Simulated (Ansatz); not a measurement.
# Two inputs for WS2 with nitrogen replacing W

Cell: a supercell of WS2 (space group P6_3/mmc) built from a structure deposited in the COD (the entry's cell lengths or inner coordinates differ somewhat from later room-temperature determinations), with all atoms left at the host's positions.

```cif
data_W17S36N
_symmetry_space_group_name_H-M 'P-6m2'
_symmetry_Int_Tables_number 187
_cell_length_a 9.5400
_cell_length_b 9.5400
_cell_length_c 12.5000
_cell_angle_alpha 90.000
_cell_angle_beta 90.000
_cell_angle_gamma 120.000
loop_
_atom_site_label
_atom_site_type_symbol
_atom_site_symmetry_multiplicity
_atom_site_Wyckoff_symbol
_atom_site_fract_x
_atom_site_fract_y
_atom_site_fract_z
N N 1 a 0.0000 0.0000 0.0000
W2 W 6 l 0.0000 0.3333 0.0000
W6 W 1 c 0.3333 0.6667 0.0000
W8 W 1 e 0.6667 0.3333 0.0000
W10 W 3 k 0.1111 0.8889 0.5000
W12 W 3 k 0.1111 0.5556 0.5000
W14 W 3 k 0.4444 0.2222 0.5000
S19 S 2 g 0.0000 0.0000 0.3750
S20 S 12 o 0.0000 0.3333 0.3750
S24 S 2 h 0.3333 0.6667 0.3750
S26 S 2 i 0.6667 0.3333 0.3750
S28 S 6 n 0.1111 0.8889 0.8750
S30 S 6 n 0.1111 0.5556 0.8750
S32 S 6 n 0.4444 0.2222 0.8750
```

One atom of each set is listed.

Reference run. Computed with Ansatz: DFT, PBE, plane waves and PAW, scalar-relativistic, 420 eV cutoff, Γ-centred 3×3×2 k-points, Fermi–Dirac smearing 0.01 eV, cell charge +1.

Q: The input is changed as follows: `basis.ecutrho_ratio`: not typed → 2; `scf.max_iter`: not typed → 80. What happens to V_zz (10²¹ V/m²) and η?

A: 

| site | V_zz reference | η reference | V_zz changed | η changed |
| --- | --- | --- | --- | --- |
| N | 0.51 | 0.00 | 0.48 | 0.00 |
| W2 | -22.2 | 0.54 | -22.2 | 0.54 |
| W6 | -19.65 | 0.00 | -19.66 | 0.00 |
| W8 | -21.5 | 0.00 | -21.5 | 0.00 |
| W10 | -17.32 | 0.00 | -17.33 | 0.00 |
| W12 | -17.10 | 0.01 | -17.10 | 0.01 |
| W14 | -16.83 | 0.00 | -16.83 | 0.00 |
| S19 | -4.69 | 0.00 | -4.69 | 0.00 |
| S24 | -4.33 | 0.00 | -4.33 | 0.00 |
| S28 | 6.31 | 0.63 | 6.31 | 0.63 |
| S30 | -3.96 | 0.13 | -3.95 | 0.14 |
| S32 | -5.38 | 0.02 | -5.38 | 0.02 |

The largest change of V_zz is on N, from 0.51 to 0.48. The table leaves out 2 of the 14 sites, with |V_zz| up to 4.40; their tensors move by 0.01 at most along any direction. The statements above cover all sites. SCF iterations: 15 and 15. New warnings: cutoff below recommended. The changed input holds a density cutoff far too low, which doesn't reach the result here.

On the reference run: The run isn't spin-polarised, and a state with spin may lie lower. The defect repeats with the cell of 54 atoms, so it feels its images: sites between two images don't show the values beside a lone defect, and zeros or small values of η there can come from the images' arrangement. S and W carry a gradient in the pure host already, so the values there aren't the defect's effect alone. A uniform background compensates the cell's charge. The defect cell has no gap above 0.1 eV on its mesh, so the values can hang on the smearing and the k-mesh. Without spin–orbit coupling the gradients at and beside W can be off by some per cent, at some sites by more. The neighbours have not yet relaxed around the defect (largest force 0.84 eV/Å), so a real crystal will differ.
